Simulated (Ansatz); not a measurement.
One crystal and one scan (frozen-phonon scan) at two levels, r2SCAN (plane waves to 500 eV, PAW, scalar-relativistic; Ansatz, a first-principles code) and PBE (plane waves to 420 eV, PAW, scalar-relativistic; Ansatz), each from its own relaxed cell and on its own mesh. The cell shown is that of r2SCAN.

LiCl (rock salt)

```yaml
crystal:
  lattice:
    - [0.00000, 5.11228, 5.11228]
    - [2.55614, 2.55614, 5.11228]
    - [2.55614, 2.55614, 0.00000]
  atoms:
    - { symbol: Cl, position: [0.00000, 0.00000, 0.00000] }
    - { symbol: Cl, position: [0.50000, 0.00000, 0.00000] }
    - { symbol: Li, position: [0.00000, 0.50000, 0.50000] }
    - { symbol: Li, position: [0.50000, 0.50000, 0.50000] }
```

A phonon eigenvector at X = (0.5, 0.5, 0.0) is frozen into this cell: atom i moves by Q times the vector below, so Q is the largest atomic displacement, in Å. The cell is held. (q is in reciprocal vectors of the primitive cell; the cell shown is doubled to hold the pattern.)

| atom | x | y | z |
|---|---|---|---|
| Cl1 | 0.000 | 0.000 | -0.087 |
| Cl2 | 0.000 | 0.000 | 0.087 |
| Li3 | 0.000 | 0.000 | 1.000 |
| Li4 | 0.000 | 0.000 | -1.000 |

LiCl was relaxed with its symmetry unable to fall. Percentages come from the unrounded values. Both scans cover Q from -0.280 to 0.280 Å.

Results of r2SCAN:

Lattice constant a (Å): 5.112
Energy at Q = 0.280 Å (meV/cell): 143.7
Harmonic wavenumber from the curvature (finite differences) (cm⁻¹ (negative: imaginary)): 234
Space group of the distorted cell: P4/nmm (No. 129), lowered from Fm-3m
Symmetry of the curve: even: the same for both signs
Shape of the curve: a single well with its minimum at or next to zero displacement

What does PBE give for the same quantities?


```json
[
 {"quantity": "Lattice constant a (Å)", "PBE": "5.150", "r2SCAN − PBE": "-0.038 (-0.7 %)"},
 {"quantity": "Energy at Q = 0.280 Å (meV/cell)", "PBE": "107.4", "r2SCAN − PBE": "+36.3 (+34 %)"},
 {"quantity": "Harmonic wavenumber from the curvature (finite differences) (cm⁻¹ (negative: imaginary))", "PBE": "209", "r2SCAN − PBE": "+25 (+12 %)"}
]
```

r2SCAN gives the higher value for: energy at Q = 0.280 Å; harmonic wavenumber from the curvature. r2SCAN gives the lower value for: lattice constant a. Both give the same space group of the distorted cell: P4/nmm (No. 129), lowered from Fm-3m.

(For displaced atoms, the force is minus the slope of the energy, and its curvature is a force constant, which sets phonon frequencies.)
